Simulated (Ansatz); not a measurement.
Zr (hcp, Mg type)

```
Zr
1.0
    3.23126     0.00000     0.00000
   -1.61563     2.79835     0.00000
    0.00000     0.00000     5.17316
Zr
2
Direct
  0.33333   0.66667   0.75000
  0.66667   0.33333   0.25000
```

The slice is a (1 -1 0 0) plane (indices of the conventional cell) through the point (0.667, 0.333, 0.250) (fractional), spanned by u = [110] and v = [001] in vectors of this cell: u (3.23 Å) and v (5.17 Å, at 90° to u). It covers one period; positions are fractions (u, v).

Computed with PBE (plane waves to 420 eV, PAW, scalar-relativistic; Ansatz, a first-principles code). k mesh 17×17×9. Near the nuclei the fields are pseudised (PAW); where an atom keeps semicore shells as valence, they peak there. Zr is run without spin polarisation. Zr was relaxed with its symmetry unable to fall.

What is the ELF at the midpoint of the shortest Zr–Zr line in this plane (3.23 Å)?

0.24.

What is the valence density on the shortest Zr–Zr line in this plane (3.23 Å), at its midpoint?

0.17 e/Å³.

Sketch the valence electron density on this plane as a map.


```
|999999662200000022669999|
|999977441100000011447799|
|776644220000000000224466|
|333322000000000000002233|
|111100000000000000000011|
|000000000000000000000000|
|000000000011111100000000|
|000000001122222211000000|
|000000112233443322110000|
|000000113344554433110000|
|000000112233443322110000|
|000000001122222211000000|
|000000000011111100000000|
|000000000000000000000000|
|111100000000000000000011|
|333322000000000000002233|
|776644220000000000224466|
|999977441100000011447799|
|999999662200000022669999|
|889999663300000033669999|
```
Scale: ten equal steps from -0.82 (start of '0') to 0.62 (end of '9'), in the order '0123456789'. Values: log₁₀ of the valence density in e/Å³. The map has 12 points along u (two characters each, u = 0 at the left) and 20 along v (v = 0 in the bottom row). The scale is logarithmic, as a density can span decades between atoms and voids.
